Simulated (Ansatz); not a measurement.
TlS single point

The input, for Ansatz 0.2.0 (plane waves, PAW):

```yaml
crystal:
  lattice:
    - [-3.845676, 3.845676, 3.34267]
    - [3.845676, -3.845676, 3.34267]
    - [3.845676, 3.845676, -3.34267]
  atoms:
    - { symbol: Tl, position: [0.25, 0.25, 0.0] }
    - { symbol: Tl, position: [0.75, 0.75, 0.0] }
    - { symbol: Tl, position: [0.75, 0.25, 0.5] }
    - { symbol: Tl, position: [0.25, 0.75, 0.5] }
    - { symbol: S, position: [0.6784, 0.1784, 0.8568] }
    - { symbol: S, position: [0.1784, 0.3216, 0.5] }
    - { symbol: S, position: [0.3216, 0.8216, 0.1432] }
    - { symbol: S, position: [0.8216, 0.6784, 0.5] }
  symmetry: { tolerance: 0.0003 }
kpoints:
  mp_grid: { grid: [7, 7, 7], shift: [0, 0, 0] }
  band_path:
    path:
      - [0.0, 0.0, 0.0]
      - [0.0, 0.0, 0.5]
      - [-0.5, 0.5, 0.5]
      - [0.0, 0.0, 0.0]
      - [0.43887811, 0.43887811, -0.43887811]
      - [-0.43887811, 0.56112189, 0.43887811]
      - [-0.5, 0.5, 0.5]
      - [0.0, 0.0, 0.5]
      - [0.25, 0.25, 0.25]
      - [0.0, 0.5, 0.0]
      - [0.0, 0.0, 0.0]
    npoints: 6
magnetization:
  spin_polarized: false
scf:
  occupations: { method: fermi_dirac }
  lower_state_search: "off"
  max_iter: 200
hamiltonian:
  pseudopotentials: { kind: paw }
  xc: r2scan
basis:
  ecutwfc: 500
  fft_grid_basis: typed
output:
  forces: true
  stress: true
  eigenvalues: true
  bader: true
  populations: true
  elf: true
  write_potential: true
  volumetric_format: npy
  dos:
    e_range: [-12, 8]
    de: 0.05
    projected: { site_lists: { S: [S], Tl: [Tl] } }
checkpoint:
  read: saved_state
```

The saved state is an earlier solution for the same cell, perhaps on another mesh. 

Output (shortened):

```
SCF iter   1: F=-49460.0632 eV  Δρ=5.01e-4  dr2=1.63e-4  dr2_τ=1.94e-4
SCF iter   2: F=-49460.0633 eV  Δρ=2.54e-4  dr2=2.87e-5  dr2_τ=3.33e-5
SCF iter   3: F=-49460.0632 eV  Δρ=4.84e-5  dr2=1.99e-6  dr2_τ=8.16e-7
SCF iter   4: F=-49460.0632 eV  Δρ=7.97e-6  dr2=1.34e-7  dr2_τ=1.21e-8
SCF iter   5: F=-49460.0632 eV  Δρ=1.67e-6  dr2=5.14e-9  dr2_τ=1.21e-9
Free energy (F): -49460.0632 eV
Harris-Foulkes:  -49460.0632 eV  (|F-HF|=4.30e-9)
Internal energy: -49460.0605 eV  (E = F + TS)
E sigma→0 (E₀):  -49460.0618 eV
Entropy (-TS):   -0.0027 eV (-0.339 meV/atom)
Fermi energy:    8.1081 eV
--- Forces (eV/Å), atoms counted from 1 ---
  atom   1  Tl     0.0000     0.0000     0.0000
  atom   2  Tl     0.0000     0.0000     0.0000
  atom   3  Tl     0.0000     0.0000     0.0000
  atom   4  Tl     0.0000     0.0000     0.0000
  atom   5  S     -0.0513    -0.0513     0.0000
  atom   6  S      0.0513    -0.0513     0.0000
  atom   7  S      0.0513     0.0513     0.0000
  atom   8  S     -0.0513     0.0513     0.0000
--- Stress (GPa, compression-positive) ---
        2.2791       0.0000       0.0000
        0.0000       2.2791       0.0000
        0.0000       0.0000       3.8180
  P = ⅓ Tr σ = 2.7921 GPa (27.921 kbar)
```

Origin: a known structure type with other elements, at an estimated volume, so it need not be a known compound.
